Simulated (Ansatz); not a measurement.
HgTe (zinc blende)

```xyz
2
Lattice="0.0000 3.2549 3.2549 3.2549 0.0000 3.2549 3.2549 3.2549 0.0000" Properties=species:S:1:pos:R:3 pbc="T T T"
Te     4.8823     4.8823     4.8823
Hg     0.0000     0.0000     0.0000
```

The slice is a {110} plane (indices of the conventional cell) through the point (0.750, 0.750, 0.750) (fractional), spanned by u = [100] and v = [1 -1 -1] in vectors of this cell: u (4.60 Å) and v (6.51 Å, at 90° to u). It covers one period; positions are fractions (u, v).

These are PBEsol (plane waves to 420 eV, PAW, scalar-relativistic; Ansatz, a quantum-chemistry and plane-wave program) values and carry that method's errors. k mesh 9×9×9. These are valence fields of a PAW run, semicore shells included where kept as valence: close to a nucleus they are smooth pseudo fields. At this level the bands of HgTe touch or barely overlap. HgTe was relaxed with its symmetry unable to fall. Spin-orbit coupling is left out, though Hg and Te are heavy.

### Question
The ELF has a maximum in the middle third of the Te–Hg line. Where, and how high?

### Answer
0.59, 1.1 Å from Te.

### Question
What is the valence density on the shortest Te–Hg line in this plane (2.82 Å), at its midpoint?

### Answer
0.37 e/Å³.

### Question
What is the ELF at the midpoint of the shortest Te–Hg line in this plane (2.82 Å)?

### Answer
0.4.

### Question
Predict the map of the electron localisation function (ELF) on the slice.

### Answer
```tsv
v \ u	0.00	0.15	0.30	0.45	0.60	0.75	0.90
0.93	x	0.47	0.43	0.27	0.24	0.59	0.30
0.86	0.50	0.60	0.24	0.47	0.41	0.34	0.55
0.79	0.60	0.40	0.34	x	0.54	0.25	0.53
0.71	0.23	0.21	0.39	x	0.52	0.30	0.20
0.64	0.04	0.15	0.34	0.47	0.44	0.30	0.08
0.57	0.01	0.07	0.25	0.28	0.28	0.20	0.03
0.50	0.00	0.02	0.10	0.17	0.15	0.06	0.01
0.43	0.01	0.01	0.03	0.05	0.05	0.02	0.01
0.36	0.04	0.02	0.01	0.02	0.01	0.01	0.03
0.29	0.23	0.13	0.02	0.01	0.01	0.04	0.18
0.21	0.60	0.50	0.14	0.01	0.02	0.27	0.57
0.14	0.50	0.57	0.41	0.03	0.08	0.56	0.53
0.07	x	0.47	0.57	0.08	0.17	0.60	0.30
0.00	x	0.34	0.59	0.18	0.23	0.59	x
```

Values: electron localisation function (ELF). Points within 0.5 Å of a nucleus are blanked (x), as the pseudised field means little there.
